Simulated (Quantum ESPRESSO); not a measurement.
## AlZnMgS3Cl (convergence and cost over cutoff and k mesh)

A calculation, not a measurement. The program is pw.x of Quantum ESPRESSO 7.5 (plane-wave density functional theory). The cell is made up: 7 atoms on a zincblende/diamond lattice with one site empty, with randomly drawn elements, strain and displacements, not relaxed. PseudoDojo standard norm-conserving files (v0.5 for PBE, v0.4.1 for LDA and PBEsol) set the functional; there is no spin polarisation, spin-orbit coupling or dispersion term, and the masses in the input are unused placeholders.

Input of the run in row 4:

```
&control calculation='scf', pseudo_dir='./dojo.nc.sr.pbe.v0_5.standard.upf', outdir='./o', disk_io='medium', tprnfor=.true., tstress=.true. /
&system ibrav=0, nat=7, ntyp=5, nbnd=35, ecutwfc=84.00895049, nosym=.true., tot_charge=0,
 occupations='smearing', smearing='fd', degauss=0.0018374661
/
&electrons conv_thr=7.350e-09, electron_maxstep=60, /
ATOMIC_SPECIES
Al 1.0 Al.upf
Cl 1.0 Cl.upf
Mg 1.0 Mg.upf
S 1.0 S.upf
Zn 1.0 Zn.upf
CELL_PARAMETERS angstrom
5.4806 0.0 0.0
0.0 5.4806 0.0
0.0 0.0 5.4806
ATOMIC_POSITIONS angstrom
Al -0.0026 -0.082 0.0022
Zn -0.1008 2.7817 2.7481
Mg 2.7566 2.776 -0.0327
S 1.4115 1.4428 1.3686
S 1.3453 4.0966 4.0303
Cl 4.1539 1.3988 4.1338
S 4.0563 4.1251 1.3289
K_POINTS automatic
4 4 4 1 1 1
```

The same cell was run at these settings. Meshes are shifted by half a step, and differences are from the last row, which is itself not exact.

| cutoff (eV) | k mesh | k points solved | threshold (eV) | free energy less the last row's (eV) | pressure (GPa) | largest stress difference (GPa) | largest force difference (eV/Å) | iterations | wall time (s) | k-point pools | processor |
| --- | --- | --- | --- | --- | --- | --- | --- | --- | --- | --- | --- |
| 800 | 2 x 2 x 2 | 4 | 1e-04 | 1.981 | -17.50 | 16.45 | 0.036 | 7 | 40 | 1 | AMD EPYC, Zen 5 class |
| 1143 | 2 x 2 x 2 | 4 | 1e-07 | 0.076 | -0.90 | 0.17 | 0.031 | 10 | 87 | 1 | AMD EPYC, Zen 5 class |
| 692 | 4 x 4 x 4 | 32 | 1e-07 | 9.960 | -62.37 | 61.42 | 0.044 | 10 | 170 | 1 | AMD EPYC, Zen 5 class |
| 1143 | 4 x 4 x 4 | 32 | 1e-07 | 0.001 | -1.06 | 0.00 | 0.001 | 10 | 412 | 1 | AMD EPYC, Zen 5 class |
| 1437 | 6 x 6 x 6 | 108 | 1e-07 | 0.000 | -1.06 | 0.00 | 0.000 | 10 | 1273 | 1 | AMD EPYC, Zen 5 class |

Each pool is one process. Wall times include start-up and a band step at six k points, which weighs most on the coarsest meshes. The runs were on shared virtual cores whose load varied, so times are rough.